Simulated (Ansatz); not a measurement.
AsAuSe2I: reading a single point

```yaml
crystal:
  lattice:
    - [0.00000, 4.04294, 0.00000]
    - [6.67112, -2.02147, 0.00000]
    - [0.22436, 0.00000, -10.12015]
  atoms:
    - { symbol: I, position: [0.36336, 0.72672, 0.92290] }
    - { symbol: I, position: [0.63664, 0.27328, 0.07710] }
    - { symbol: As, position: [0.29385, 0.58770, 0.31524] }
    - { symbol: As, position: [0.70615, 0.41230, 0.68476] }
    - { symbol: Se, position: [0.07442, 0.14884, 0.74199] }
    - { symbol: Se, position: [0.92558, 0.85116, 0.25801] }
    - { symbol: Se, position: [0.36110, 0.72220, 0.55477] }
    - { symbol: Se, position: [0.63890, 0.27780, 0.44523] }
    - { symbol: Au, position: [0.00000, 0.00000, 0.50000] }
    - { symbol: Au, position: [0.00000, 0.00000, 0.00000] }
```

Level: r2SCAN, no spin polarisation; 500 eV; 6×6×4 Γ-centred mesh; gaussian occupations (width 0.0138 eV); Ansatz 0.2.0, fixed geometry.

(1) Is it stable against the elements?

(2) What do density and ELF say about some of the short contacts?

(3) Which atom feels the largest force, and which way?

(4) Metal or insulator?

Origin: a known structure type with other elements, at an estimated volume, so it need not be a known compound. Caveats: many states at the Fermi level without spin polarisation, so a magnetic state may lie lower.

Answers

(1) 0.05 eV an atom against the elements' usual phases (free molecules for gases, crystals otherwise, with no correction for O₂ or N₂), too near zero to call. Relaxing would lower it.

(2) As–Se at 2.60 Å: least valence density 0.46 e/Å³ and ELF 0.73 there. Se–Au at 2.66 Å: least valence density 0.42 e/Å³ and ELF 0.39 there. I–Au at 2.84 Å: least valence density 0.36 e/Å³ and ELF 0.30 there. These are pseudo-fields; inside the PAW spheres they differ from the all-electron ones.

(3) The largest is on As3 (and as large on other atoms): 1.37 eV/Å, components (0.85, 0.00, -1.07). It makes 17° with the line to a nearest neighbour, Se7 at 2.60 Å, pointing towards it.

(4) It is a metal, with about 6.2 states/eV a cell as the mean within 0.25 eV of the Fermi level, mostly Se p (37 %), I p (33 %) and Au d (21 %).
